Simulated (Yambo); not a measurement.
CdZnSe2 (space group P3m1, No. 156), G0W0@PBEsol in Yambo with this input:

```
rim_cut
gw0
dyson
el_el_corr
HF_and_locXC
ppa
em1d
RandQpts= 1000000
RandGvec= 1 Ry
EXXRLvcs= 102 Ry
VXCRLvcs= 408 Ry
Chimod= "HARTREE"
% BndsRnXp
 37 | 342 |
%
NGsBlkXp= 7 Ry
% LongDrXp
 1.0 | 1.0 | 1.0 |
%
PPAPntXp= 27.2114 eV
% GbndRnge
 1 | 342 |
%
GTermKind= "BG"
DysSolver= "n"
ExtendOut
```

On a 3×3×2 mesh, with wavefunctions cut at 102 Ry, the gap (Γ → Γ) is 1.839 eV and the valence edge shifts by -1.103 eV.

Q: What happens with this change: no terminator?

A: The gap falls by 0.033 eV, to 1.806 eV; the shift of the valence edge becomes -0.995 eV. Neither run is shown to be the converged limit.

The standard potential for Se keeps a d shell in the valence without the s and p states of that shell. In tests on such compounds this moved G0W0 gaps by up to about 0.9 eV, so absolute quasiparticle energies here are unreliable; differences between settings are what counts.

Spin-orbit coupling is included.

Geometry relaxed with PBEsol; primitive cell a = 4.1246 Å, b = 4.1246 Å, c = 6.8266 Å, α = 90.00°, β = 90.00°, γ = 120.00°.

The structure is a Materials Project entry; no match was found in the copy of COD used, and its stability was not checked.

A shift is the quasiparticle energy of the state minus its PBEsol energy.
